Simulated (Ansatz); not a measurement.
ZrTa:
```cif
data_Ta2Zr2
_chemical_formula_sum 'Zr2 Ta2'
_space_group_name_H-M_alt 'P 1'
_space_group_IT_number 1
_cell_length_a 5.83302
_cell_length_b 5.83302
_cell_length_c 4.86092
_cell_angle_alpha 90.000
_cell_angle_beta 90.000
_cell_angle_gamma 151.107
loop_
_space_group_symop_operation_xyz
  'x, y, z'
loop_
_atom_site_label
_atom_site_type_symbol
_atom_site_fract_x
_atom_site_fract_y
_atom_site_fract_z
_atom_site_occupancy
Zr1 Zr 0.67889 0.32111 0.25000 1
Ta1 Ta 0.93562 0.06438 0.25000 1
Zr2 Zr 0.32111 0.67889 0.75000 1
Ta2 Ta 0.06438 0.93562 0.75000 1
```

Relaxed with PBEsol.

Question: Decompose the optical modes at the zone centre into irreducible representations, and say which are infrared and Raman allowed.

Answer: Point group mmm: Γ_opt = 2Ag + 2B1g + B1u + B2u + 2B3g + B3u. Infrared: B1u, B2u, B3u. Raman: Ag, B1g, B3g.

Question: Assign frequencies (DFPT, PBEsol (plane waves, PAW; program Ansatz)).

Answer: B1g 70i, B3u 64, B3g 99, B1u 105, B1g 106, Ag 116, B3g 125, B2u 142, Ag 179 cm⁻¹.

Subscripts of B labels follow the axes of the standard setting.

Space group Cmcm. The start of the workflow was typed in or built on a structure type; neither database checked (COD, Materials Project) lists it. Whether it is the stable phase at ambient conditions was not checked. The PBEsol relaxation kept the symmetry of its start. At this level the phase is dynamically unstable (imaginary phonons). The run is not spin-polarised. Its formation energy is positive at this level, so the cell may be metastable or incomplete. As this level gives no gap, phonon frequencies hold no LO–TO term and depend on the k-mesh and smearing (Fermi–Dirac, 0.1 eV here). Spin–orbit coupling is left out wherever it is not named.

Potentials: the later of the program's two PAW sets.
